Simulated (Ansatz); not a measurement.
## TlCl with Na replacing Tl: gradients before and after relaxing the atoms

Start: a supercell of TlCl (CsCl type, Pm-3m) built from a computed structure from the Materials Project (it need not be an observed phase), with all atoms left at the host's positions.

Space group Fm-3m (No. 225); a = 15.3499 Å.

```
site  Wyckoff  site symmetry       x       y       z
  Na       4a           m-3m  0.0000  0.0000  0.0000
 Tl2      24d           m.mm  0.0000  0.2500  0.2500
 Tl5       8c           -43m  0.2500  0.2500  0.2500
 Tl8      24e           4m.m  0.2500  0.5000  0.5000
Tl12       4b           m-3m  0.5000  0.5000  0.5000
Cl17      32f            .3m  0.1250  0.1250  0.1250
Cl21      32f            .3m  0.3750  0.3750  0.3750
```

One atom of each set is listed; the run and its k-mesh use a cell of 32 atoms with edges of 10.85, 10.85, 10.85 Å.

Level of theory: DFT, PBE, plane waves and PAW, scalar-relativistic, 420 eV cutoff, Γ-centred 2×2×2 k-points, Fermi–Dirac smearing 0.01 eV (Ansatz 0.2.0).

The largest force at the start is 0.20 eV/Å. Relaxing the ions at fixed cell moves them by 0.122 Å at most (atom 17, Cl) and 0.066 Å rms.

| site | moved (Å) | first shell before | first shell after | V_zz before (10²¹ V/m²) | η before |
| --- | --- | --- | --- | --- | --- |
| Na | 0.000 | 8 Cl at 3.32 Å | 8 Cl at 3.20 Å | 0.00 | – |
| Tl2 | 0.000 | 8 Cl at 3.32 Å | 8 Cl at 3.31–3.37 Å | -0.027 | 0.69 |
| Tl8 | 0.028 | 8 Cl at 3.32 Å | 8 Cl at 3.27–3.35 Å | -0.059 | 0.00 |
| Cl17 | 0.122 | 1 Na at 3.32 Å, 7 Tl at 3.32 Å | 1 Na at 3.20 Å, 7 Tl at 3.27–3.45 Å | 0.054 | 0.00 |
| Cl21 | 0.043 | 8 Tl at 3.32 Å | 8 Tl at 3.28–3.37 Å | 0.052 | 0.00 |

(1) What are V_zz and η after the relaxation?

## Answers

(1) 

| site | V_zz after | η after | change of V_zz |
| --- | --- | --- | --- |
| Na | 0.00 | – | 0.00 |
| Tl2 | -1.28 | 0.57 | – |
| Tl8 | -0.79 | 0.00 | -0.74 |
| Cl17 | -0.42 | 0.00 | -0.47 |
| Cl21 | 0.49 | 0.00 | +0.44 |

The largest change of V_zz along a kept axis is on Tl8, from -0.059 to -0.79. The whole tensor moves most on Tl2, by 1.30 along its most changed direction. Small gradients that grow severalfold: Tl2 (-0.027 to -1.28). V_zz changes sign on Cl17 (same axis). On Tl2 the largest principal value lies along another axis in the second run, so the two V_zz can't be compared directly. Other sites without a gradient aren't listed.

The defect repeats with the cell of 32 atoms, so it feels its images: sites between two images don't show the values beside a lone defect, and zeros or small values of η there can come from the images' arrangement. Spin–orbit coupling is left out, which shifts gradients on Tl by a few per cent, and by more where contributions nearly cancel.
Before: The neighbours have not yet relaxed around the defect (largest force 0.20 eV/Å), so a real crystal will differ.
After: The relaxation keeps the site symmetry m-3m of the start, so the impurity can't leave its site; a start off the site could end lower.
